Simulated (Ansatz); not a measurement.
BeTe (zinc blende), relaxed and computed with several functionals in Ansatz (plane waves, PAW).

```
functional  a (Å)  gap (eV)  B₀ by P(V) fit (GPa)
----------  -----  --------  --------------------
PBE         5.664      2.03                  56.4
HSE06       5.631      2.66                  60.8
r²SCAN      5.657      2.38                  59.3
```

All cells were relaxed under the symmetry of their starts (and spin orders); stability against distortions was not tested throughout. Spin–orbit coupling is left out wherever it is not named.

Potentials: the later of the program's two PAW sets.

Ansatz (a first-principles code) is a plane-wave DFT program.
